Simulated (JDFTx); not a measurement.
System: silylphosphine, SiPH5 (SMILES [SiH3]P), charge 0, multiplicity 1; geometry: optimised with GFN2-xTB in vacuum (no frequencies checked; largest PBE force component 1.5 eV/Å). Bonded distances (Å): Si1–P2 2.235, Si1–H3 1.461, Si1–H4 1.461, Si1–H5 1.465, P2–H6 1.383, P2–H7 1.383. Angles (°): P2–Si1–H3 106.9, P2–Si1–H4 107.1, P2–Si1–H5 113.2, H3–Si1–H4 110.9, H3–Si1–H5 109.4, H4–Si1–H5 109.4, Si1–P2–H6 95.8, Si1–P2–H7 95.5, H6–P2–H7 92.4.

Computed with JDFTx (a modified build): PBE, GBRV ultrasoft potentials, plane waves to 20/100 Ha. Liquid: CANDLE, water, 1 M NaF. The liquid run sits in a periodic box with 3.75 Å from the outermost atoms to the faces; the vacuum run is isolated. The box matters at about 0.01 eV. Solvation energy here means the total energy in the continuum liquid minus that in vacuum, same nuclei, nothing added for thermal motion or standard states.

The values are those of the intact species: the continuum can't coordinate to it or react with it.

What does the calculation give for the solvation energy, its fluid terms and the levels?


- solvation energy: 2.0 kcal/mol
- part: cavitation term of the fluid: 11.5 kcal/mol
- part: dispersion term of the fluid: -8.0 kcal/mol
- part: electrostatic term of the fluid: -1.9 kcal/mol
- part: distortion of the solute's electrons: 0.3 kcal/mol
- dipole moment in vacuum: 0.64 D
- dipole moment in the liquid: 1.03 D
- highest occupied level in vacuum (zero: vacuum level): -6.45 eV
- highest occupied level in the liquid (zero: bulk electrolyte): -6.24 eV
